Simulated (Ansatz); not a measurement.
This cell of GaAs (zinc blende) is off equilibrium:

```yaml
crystal:
  lattice:
    - [0.00000, 2.91990, 2.91990]
    - [2.91990, 0.00000, 2.91990]
    - [2.91990, 2.91990, 0.00000]
  atoms:
    - { symbol: As, position: [0.75000, 0.75000, 0.75000] }
    - { symbol: Ga, position: [0.00000, 0.00000, 0.00000] }
```

The numbers are results of PBE (plane waves to 420 eV, PAW, scalar-relativistic; Ansatz, a quantum-chemistry and plane-wave program), not measurements. k mesh 10×10×10 (Γ-centred), Fermi-Dirac smearing 0.05 eV. E stands for the smeared free energy. Compression counts positive. GaAs was relaxed with its symmetry unable to fall.

Problem. What is the stress tensor (GPa)?

Solution. 
```
  -2.62     0.00     0.00
   0.00    -2.62     0.00
   0.00     0.00    -2.62
```
The pressure, a third of the trace, is -2.62 GPa.

Problem. It is the relaxed cell scaled evenly to V/V₀ = 1.050, atoms relaxed where free. What is its energy relative to the relaxed cell?

Solution. 10.1 meV/atom.

(Under strain, the slope of the energy per volume gives the stress and its curvature an elastic modulus.)
